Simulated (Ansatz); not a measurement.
## Band structure of TiHg

```
Ti Hg
1.0
     3.00900    0.00000    0.00000
     0.00000    3.00900    0.00000
     0.00000    0.00000    4.04100
Ti Hg
1 1
Cartesian
  1.5045 1.5045 2.0205
  0.0000 0.0000 0.0000
```

Atoms are numbered in the order listed.

Conventional cell: a = 3.009 Å, b = 3.009 Å, c = 4.041 Å, α = 90.00°, β = 90.00°, γ = 90.00°. Ti (atom 1) has 8 Hg at 2.93 Å and 4 Ti at 3.01 Å as nearest neighbours. Around Hg (atom 2) lie 8 Ti at 2.93 Å and 4 Hg at 3.01 Å.

The cell comes from COD entry 1522697, which wasn't checked; take it as a given geometry.

Spin–orbit coupling is left out, though it moves levels of the heavy atoms by tenths of an eV or more.

Computed with DFT, LDA, all-electron LAPW, scalar-relativistic (Ansatz 0.2.0).

Sampling and basis: a Γ-centred 14×14×10 k mesh, Fermi–Dirac smearing of 0.08 eV, basis error target 1 meV/atom, no spin polarisation.

Points in fractions of the reciprocal vectors of this cell: Γ (0, 0, 0), X (0, 0.5, 0), M (0.5, 0.5, 0), Z (0, 0, 0.5), R (0, 0.5, 0.5), A (0.5, 0.5, 0.5). The path joins them by straight lines in the order Γ–X–M–Γ–Z–R–A–Z–X; legs that retrace an earlier one aren't tabulated. Energies are in eV from the Fermi level.

(1) List the levels at X between -14 and 1.5 eV.

(2) List the levels at M between -14 and 1.5 eV.

(3) List the levels at R between -14 and 1.5 eV.

(4) What is the band gap?

Answers

(1) -8.28, -7.83, -7.34, -7.16, -6.79, -3.76, -3.50, -1.06, -0.44, 1.12.

(2) -8.59, -7.95 (×2), -7.43, -5.77, -2.16, 0.29 (×2), 1.19 (×2), 1.38.

(3) -8.38, -8.27, -7.24, -6.93, -6.85, -3.63, -1.69, -0.73, -0.26.

(4) none: bands cross the Fermi level, a metal.
